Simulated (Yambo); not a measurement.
Yambo run on a free-standing PtS₂ monolayer (symmetry P-3m1, slab cell 15.5 Å high). The wavefunctions are LDA (pw.x of Quantum ESPRESSO, ONCV potentials, no spin-orbit coupling) ones on a 6×6×1 mesh (15 occupied bands); a = b = 3.5125 Å, c = 15.5000 Å, α = β = 90.00°, γ = 120.00°.

Yambo input:

```
rim_cut
gw0
dyson
el_el_corr
HF_and_locXC
ppa
em1d
rim_w
RandQpts= 1000000
RandGvec= 2 Ry
CUTGeo= "slab z"
EXXRLvcs= 84 Ry
VXCRLvcs= 336 Ry
Chimod= "HARTREE"
% BndsRnXp
 5 | 38 |
%
NGsBlkXp= 6 Ry
% LongDrXp
 1.0 | 1.0 | 0.0 |
%
RandGvecW= 1000 mRy
PPAPntXp= 27.2114 eV
% GbndRnge
 1 | 38 |
%
GTermKind= "BG"
DysSolver= "n"
ExtendOut
% QPkrange
 2 | 2 | 16 | 16 |
 5 | 5 | 15 | 16 |
%
```

k points by index: 2 = (0, 0.167), 5 = (0.167, 0.167).

Resulting energies as the program prints them:

```
#    K-point    Band    Eo [eV]    E [eV]    E-Eo [eV]    Vxc [eV]    Vnlxc [eV]    Sc|Eo [eV]    Sc|E [eV]    dSc/dw|Eo [eV]    Re(Z)    Im(Z)
#
    2    16    2.067179    3.091483    1.024304    -15.95067    -12.55714    -2.013938    -2.369228    -9.435041    0.742519    -0.003841
    5    15    0.000000    -0.238006    -0.238006    -14.92041    -17.55884    2.314475    2.400420    -9.811574    0.734968    -0.003751
    5    16    2.086738    3.124917    1.038178    -15.45038    -11.85935    -2.190233    -2.552847    -9.500710    0.741190    -0.003877
```
(The two width columns are left out.) Convergence of these settings isn't established.

Geometry relaxed with LDA.
